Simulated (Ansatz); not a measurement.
Nb in space group P6/mmm (No. 191; Nb on 1a, Nb on 2d) at seven volumes, plane-wave PAW r²SCAN (Ansatz code), shape and atoms relaxed at each. One row is withheld.

```csv
V (Å³/atom),P (GPa)
16.714,18.78
17.265,11.68
17.816,5.45
18.367,0.00
18.918,?
19.469,-8.85
20.020,-12.40
```

Q: Fit the shown pressures and predict the withheld one.

A: P = (3/2)B₀(x^(7/2) − x^(5/2))[1 + (3/4)(B′ − 4)(x − 1)] with x = (V₀/V)^(2/3). Least squares on the six rows gives V₀ = 18.369 Å³/atom, B₀ = 168 GPa, B′ = 3.56. At V = 18.918, x = 0.9806 and P = -4.69 GPa. The run itself gave -4.74 GPa.

The start of the workflow was typed in or built on a structure type; neither database checked (COD, Materials Project) lists it. It is not the phase usual at ambient conditions (space group No. 229). The cell was relaxed with r²SCAN under the symmetry of its start; its stability against distortions is not shown here. The run is not spin-polarised.

Potentials: the earlier of the program's two PAW sets.
